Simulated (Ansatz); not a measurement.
# A sheet of PtSe$_{2}$ under strain

A free-standing layer, 3 atoms in a cell of 3.707 × 3.707 Å at 120° (P-3m1), 2.65 Å between its outer nuclei. Ansatz: PBE+D3(BJ), PAW, 420 eV, 12×12×1 mesh. It is strained by x per cent equally along both axes, atoms relaxed; y is the tensile stress along x per length. The small cell can't ripple, as a free sheet would under compression.

```
x (%) y (N/m)
 -4.0    -4.03
 -2.0        ?
  0.0     0.00
  2.0     1.77
  4.0     3.34
  7.0     5.28
```

Q: Fit y = c1 x + c2 x² to the other rows, give the stiffness, and predict the missing row.

A: Least squares on the rows shown. y = 0.9188 x − 0.02313 x². The stiffness C11 + C12 is 100 c1 = 92 N/m, and the parabola would peak at x = 20 %, far outside the rows, so that is no strength. At x = -2.0 the fit asked for gives -1.93 N/m. The run gave -1.97 N/m, so the fit is 0.04 N/m too high, within twice the rms miss on the fitted rows (0.02 N/m).

Spin–orbit coupling is left out, which can shift energies with elements as heavy as these.